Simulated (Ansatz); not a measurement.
TaC (rock salt)

```xyz
2
Lattice="0.0000 2.2200 2.2200 2.2200 0.0000 2.2200 2.2200 2.2200 0.0000" Properties=species:S:1:pos:R:3 pbc="T T T"
C      0.0000     0.0000     0.0000
Ta     2.2200     2.2200     2.2200
```

The slice is a {111} plane (indices of the conventional cell) through the point (0.500, 0.500, 0.500) (fractional), spanned by u = [100] and v = [-1 2 0] in vectors of this cell: u (3.14 Å) and v (5.44 Å, at 90° to u). It covers one period; positions are fractions (u, v).

These are PBEsol (plane waves to 420 eV, PAW, scalar-relativistic; Ansatz, a first-principles code) values and carry that method's errors. k mesh 18×18×18. Inside the PAW spheres the values are not all-electron values, and peaks at nuclei hang on which shells count as valence. Spin-orbit coupling is left out, though Ta is heavy. TaC is run without spin polarisation. TaC was relaxed with its symmetry unable to fall.

### Question
Predict the map of the valence electron density on the slice.

### Answer
```
|@@@#=.   .=#@@|
|@@%*:     :*%@|
|%#*-.     .-*#|
|==:.       .:=|
|..           .|
|              |
|      ...     |
|    .:===:.   |
|   .-*#%#*-.  |
|   :*%@@@%*:  |
|  .=#@@@@@#=. |
|  .=%@@%@@%=. |
|  .=#@@@@@#=. |
|   :*%@@@%*:  |
|   .-*#%#*-.  |
|    .:===:.   |
|      ...     |
|              |
|..           .|
|==:.       .:=|
|%#*-.     .-*#|
|@@%*:     :*%@|
|@@@#=.   .=#@@|
|%@@%=.   .=%@@|
```
Scale: ten equal steps from -0.60 (start of ' ') to 0.65 (end of '@'), in the order ' .:-=+*#%@'. Values: log₁₀ of the valence density in e/Å³. The map has 14 points along u (one character each, u = 0 at the left) and 24 along v (v = 0 in the bottom row). The scale is logarithmic, as a density can span decades between atoms and voids.
